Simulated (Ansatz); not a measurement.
GeRh:
```
CELL_PARAMETERS angstrom
      3.63971     0.00000     0.00000
     -1.81986     3.15208     0.00000
      0.00000     0.00000     2.83878
ATOMIC_POSITIONS crystal
  Rh 0.00000 0.00000 0.00000
  Ge 0.66667 0.33333 0.50000
```

This is the PBE-relaxed structure.

**Question.** All from PBE (plane waves, PAW; program Ansatz), unless another level is named. Predict the electronic character.

**Answer.** metallic (no gap).

**Question.** Next, the formation energy from the elements (no fitted shifts)?

**Answer.** -40 kJ/mol of atoms.

**Question.** Next, the density of states at the Fermi level?

**Answer.** 0.43 states/eV per atom (mean over ±0.08 eV).

Space group P-6m2. A made-up cell: these elements were put on the sites of a structure type; neither database checked (COD, Materials Project) lists it. COD files the formula under space group No. 62, so this cell is another polymorph or a model. Its standing as an ambient phase is unchecked. Symmetry was held in the PBE relaxation; whether a distortion lowers the energy is not shown. The run is not spin-polarised. The references are the lowest solids computed at this level, not always the standard phases. Spin–orbit coupling is left out wherever it is not named.

Potentials: the later of the program's two PAW sets.
